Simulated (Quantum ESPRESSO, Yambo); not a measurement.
# NaYS$_{2}$: DFT and GW levels

Space group R-3m, hexagonal axes (No. 166); a = 3.936 Å, b = 3.936 Å, c = 19.748 Å, α = 90.00°, β = 90.00°, γ = 120.00°

```csv
atom,site,symmetry,x,y,z
Na,3a,-3m,0.0000,0.0000,0.0000
S,6c,3m,0.0000,0.0000,0.2426
Y,3b,-3m,0.0000,0.0000,0.5000
```
(The calculation used a cell of 4 atoms; values per cell refer to that cell.)

Cell and atoms were relaxed with PBEsol from Materials Project entry mp-10226, within its symmetry.

Starting point: PBEsol (Quantum ESPRESSO, PseudoDojo norm-conserving, 88 Ry, no spin-orbit coupling). G0W0 in Yambo: 4×4×4 Γ-centred k mesh, bands 3 to 130 and a 7 Ry block in the screening, 130 bands in G with the Bruneval-Gonze terminator, plasmon pole fitted at 27.2 eV.

- PBEsol gap along the band path = 2.14 eV
- PBEsol gap between the mesh's edge points (Γ → F) = 2.14 eV
- G0W0 gap between the same points = 3.76 eV
- PBEsol smallest direct gap on the mesh (at F) = 2.98 eV
- G0W0 direct gap at that point = 4.66 eV

```
k point  band  E PBEsol (eV)  E QP (eV)  shift (eV)     Z
-------  ----  -------------  ---------  ----------  ----
Γ          VB           0.00      -0.95       -0.95  0.79
Γ          CB           3.44       4.38        0.94  0.81
L          VB          -0.70      -1.71       -1.01  0.79
L          CB           2.66       3.41        0.75  0.81
F          VB          -0.83      -1.85       -1.02  0.78
F          CB           2.14       2.81        0.67  0.82
Z          VB          -0.11      -1.08       -0.96  0.79
Z          CB           3.48       4.44        0.95  0.81
```

Energies count from the PBEsol valence-band maximum.

Convergence of the G0W0 settings was not tested.
